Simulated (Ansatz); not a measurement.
Input for Ansatz (plane-wave DFT, PAW):

```yaml
crystal:
  lattice:
    - [0.0, 3.8008188169, 3.8008188169]
    - [3.8008188169, 0.0, 3.8008188169]
    - [3.8008188169, 3.8008188169, 0.0]
  atoms:
    - { symbol: Ca, position: [0.25, 0.25, 0.25] }
    - { symbol: Ca, position: [0.0, 0.0, 0.0] }
    - { symbol: Ir, position: [0.625, 0.625, 0.625] }
    - { symbol: Ir, position: [0.125, 0.625, 0.625] }
    - { symbol: Ir, position: [0.625, 0.125, 0.625] }
    - { symbol: Ir, position: [0.625, 0.625, 0.125] }
basis:
  ecutwfc: 500
kpoints:
  mp_grid: { grid: [8, 8, 8] }
hamiltonian:
  xc: r2scan
scf:
  occupations: { method: gaussian, width: 0.1 }
output:
  forces: true
  stress: true
  eigenvalues: true
  write_density: true
  write_potential: true
  elf: true
  volumetric_format: npy
```

Command:
```bash
ansatz run input.yaml --threads 2 --pin off --max-ram 5120MiB --backend cpu --events-out ev --progress --plain --runs-dir out
```

Method: Ansatz 0.2.0, DFT r2SCAN, scalar-relativistic, plane waves, PAW.

Abridged output:

```
Pseudopotentials: kind: paw
Pseudopotential: Ca, paw, valence charge 10, recommended cutoff 500 eV (meta_gga)
Pseudopotential: Ir, paw, valence charge 17, recommended cutoff 500 eV (meta_gga)
Functional definition: r2SCAN
Crystal: 6 atoms, lattice volume = 109.815 Å³
Basis set: ecut = 500 eV, 2741 PW (Γ), exchange–correlation on 160×160×160 points (64 copies of the dense FFT grid, shifted against one another)
Bands: 53, of which v1, the nominal top of the filled ones, is band 44 counted from 1 (43 counted from 0)
Symmetry: 48 space group operations
Space group: Fd-3m (ITA 227), of the structure as read, at distance tolerance 4.8e-5 Å
k-points: 29 of 512
Initial density: superposition of atomic densities (neutral atoms: chi_scale 0, normalization atom), corrected by the library's trained network
Initial wavefunctions: pseudopotential atomic-orbital guess
Functional: x = r2scan, c = r2scan; τ floored in thin density (d = 2e-4 eV/Å³)
SCF iter   1: F=—  HF=-51441.193845 eV  |F-HF|=—  |Δ(HF+E_count)|=         —  Δρ=1.48e-2  dr2=2.41e-1  dr2_τ=1.57e-1  ethr=1.77e-3  ⟨swp⟩=8.1  Hψ=5958  notcnv=0  defer=11
SCF iter   2: F=—  HF=-51441.342781 eV  |F-HF|=—  |Δ(HF+E_count)|=   1.49e-1  Δρ=7.02e-3  dr2=5.61e-2  dr2_τ=4.38e-3  ethr=2.74e-4  ⟨swp⟩=3.0  Hψ=2703  notcnv=0  defer=63
SCF iter   3: F=—  HF=-51441.336313 eV  |F-HF|=—  |Δ(HF+E_count)|=   6.47e-3  Δρ=1.58e-3  dr2=3.83e-3  dr2_τ=2.34e-4  ethr=6.37e-5  ⟨swp⟩=2.0  Hψ=2151  notcnv=0  defer=63
SCF iter   4: F=—  HF=-51441.336114 eV  |F-HF|=—  |Δ(HF+E_count)|=   1.98e-4  Δρ=4.51e-4  dr2=5.23e-4  dr2_τ=1.40e-5  ethr=4.35e-6  ⟨swp⟩=3.0  Hψ=2880  notcnv=0  defer=63
SCF iter   5: F=—  HF=-51441.336065 eV  |F-HF|=—  |Δ(HF+E_count)|=   4.90e-5  Δρ=2.09e-4  dr2=4.06e-5  dr2_τ=1.02e-5  ethr=5.95e-7  ⟨swp⟩=2.0  Hψ=2026  notcnv=0  defer=63
SCF iter   6: F=—  HF=-51441.336066 eV  |F-HF|=—  |Δ(HF+E_count)|=   4.47e-7  Δρ=4.76e-5  dr2=1.79e-6  dr2_τ=8.70e-8  ethr=4.62e-8  ⟨swp⟩=2.0  Hψ=1991  notcnv=0  defer=63
SCF iter   7: F=-51441.336067 eV  HF=-51441.336067 eV  |F-HF|=2.87e-8  |Δ(HF+E_count)|=   7.62e-7  Δρ=7.72e-6  dr2=5.74e-8  dr2_τ=2.83e-9  ethr=1.14e-10  ⟨swp⟩=11.4  Hψ=10265  notcnv=0
SCF 1 converged in 7 iterations: F = -51441.336067 eV  dr2 = 5.74e-8
SCF converged after 7 iterations
Free energy (F): -51441.336067 eV
Harris-Foulkes:  -51441.336067 eV  (|F-HF|=2.87e-8)
Internal energy: -51441.308116 eV  (E = F + TS)
E sigma→0 (E₀):  -51441.322091 eV
Entropy (-TS):   -0.027950 eV (-4.658 meV/atom)
Fermi energy:    16.352395 eV
--- Per-component energies (eV) ---
  E_band       = -1053.058065
  E_kinetic    = 3047.341164
  E_local      = -7751.328422  (includes V_loc(G=0)·N_el)
  E_nonlocal   = 427.128058
  E_hartree    = 2960.400779
  E_xc         = -1293.801580
  E_vxc        = -1720.936222  (∫ρ·V_xc dr)
  E_paw        = -38727.341183  (= ΣΔE_a)
  E_vpaw       = -1083.201397  (= ΣTr[D̂ρ^β])
  E_aug_tail   = -0.000080  (compensation charges beyond the density's cutoff)
  E_vtau       = 107.123798  (kinetic-family band-sum trace: ∫τ·v_τ [+ j·A + Jᵃ·Aᵃ] dr)
  E_ewald      = -10101.997947
  E_core_change = -1.708905  (= ΣΔE_core)
  E_smearing   = -0.027950  (= −TS)
--- Forces (eV/Å), atoms counted from 1 ---
  atom   1  Ca     0.00000000     0.00000000     0.00000000
  atom   2  Ca     0.00000000     0.00000000     0.00000000
  atom   3  Ir     0.00000000     0.00000000     0.00000000
  atom   4  Ir     0.00000000     0.00000000     0.00000000
  atom   5  Ir     0.00000000     0.00000000     0.00000000
  atom   6  Ir     0.00000000     0.00000000     0.00000000
--- Stress (GPa, compression-positive) ---
       -5.029619       0.000000       0.000000
        0.000000      -5.029619       0.000000
        0.000000       0.000000      -5.029619
  P = ⅓ Tr σ = -5.0296 GPa (-50.296 kbar)
--- Band table (eV; the first three rows and the last of 29) ---
  k-point 0: bands = ["-77.3487", "-77.2905", "-77.2905", "-77.2905", "-34.3466", "-33.8101", "-33.8101", "-33.8101", "-33.5500", "-33.5500", "-33.3704", "-33.3704", "-33.3704", "-33.2768", "-33.2768", "-33.2768", "-25.3031", "-25.2224", "-5.5752", "-5.5752", "-5.5752", "-5.3675", "-5.3675", "-5.3675", "7.5835", "10.4753", "10.8613", "10.8613", "10.8613", "12.2732", "12.2732", "12.5820", "12.5820", "12.5820", "15.8168", "15.8168", "15.8168", "16.0294", "16.0294", "16.0294", "16.1657", "16.1657", "17.4443", "17.4443", "17.4443", "17.6500", "17.6500", "17.7572", "18.8755", "18.8755", "18.8755", "20.8770", "20.8770"]
  k-point 1: bands = ["-77.3471", "-77.2922", "-77.2905", "-77.2905", "-34.3279", "-33.8120", "-33.8030", "-33.8030", "-33.5457", "-33.5457", "-33.3892", "-33.3733", "-33.3733", "-33.2858", "-33.2858", "-33.2768", "-25.3005", "-25.2247", "-5.5778", "-5.5778", "-5.5732", "-5.3720", "-5.3644", "-5.3644", "7.7425", "10.5997", "10.9091", "10.9580", "10.9580", "12.3309", "12.3309", "12.5316", "12.6560", "12.6560", "15.4676", "15.6969", "15.6969", "15.7507", "15.7507", "16.0137", "16.0944", "16.0944", "16.9083", "17.2005", "17.2005", "17.6824", "17.8585", "17.8585", "18.8754", "19.1635", "19.1635", "20.7732", "20.7732"]
  k-point 2: bands = ["-77.3427", "-77.2966", "-77.2905", "-77.2905", "-34.2786", "-33.8181", "-33.7856", "-33.7856", "-33.5317", "-33.5317", "-33.4373", "-33.3853", "-33.3853", "-33.3068", "-33.3068", "-33.2767", "-25.2937", "-25.2309", "-5.5838", "-5.5838", "-5.5741", "-5.3769", "-5.3572", "-5.3572", "8.1710", "10.9225", "11.0879", "11.2028", "11.2028", "12.4086", "12.4983", "12.4983", "12.9056", "12.9056", "14.6889", "15.0886", "15.0886", "15.3295", "15.3295", "15.4647", "15.9761", "16.0402", "16.0402", "16.6882", "16.6882", "17.8931", "18.3525", "18.3525", "18.8751", "19.6218", "19.6218", "20.5581", "20.5581"]
  k-point 28: bands = ["-77.3197", "-77.3197", "-77.2905", "-77.2905", "-34.0258", "-34.0258", "-33.7026", "-33.7026", "-33.5220", "-33.5220", "-33.4608", "-33.4608", "-33.3748", "-33.3748", "-33.3376", "-33.3376", "-25.2617", "-25.2617", "-5.6251", "-5.6251", "-5.4724", "-5.4724", "-5.3220", "-5.3220", "10.3948", "10.3948", "12.0943", "12.0943", "12.5940", "12.5940", "12.6933", "12.6933", "13.1994", "13.1994", "13.5908", "13.5908", "13.9263", "13.9263", "14.4585", "14.4585", "15.2624", "15.2624", "15.4662", "15.4662", "16.7023", "16.7023", "17.8623", "17.8623", "20.3687", "20.3687", "20.5081", "20.5081", "21.7422"]
```

The calculation finished and met its thresholds.

It took 25 s on 2 threads of Intel(R) Xeon(R) Processor @ 2.50GHz (Skylake/Cascade Lake), on a shared host, peak memory 0.75 GiB.

Spin–orbit coupling is left out, which can shift energies with elements as heavy as these.